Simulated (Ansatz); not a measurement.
Problem. NbRu (rock salt, Fm-3m) is relaxed with plane-wave PAW PBE (Ansatz code). What lattice parameters of the conventional cell result?

Solution. a = 5.194 Å.

The start of the workflow was typed in or built on a structure type; neither database checked (COD, Materials Project) lists it. COD files the formula under space group No. 123, 221. Its standing as an ambient phase is unchecked. The PBE relaxation kept the symmetry of its start; its stability against distortions is not shown here. The run is not spin-polarised. Its formation energy is positive at this level, so the cell may be metastable or incomplete.

Potentials: the later of the program's two PAW sets.
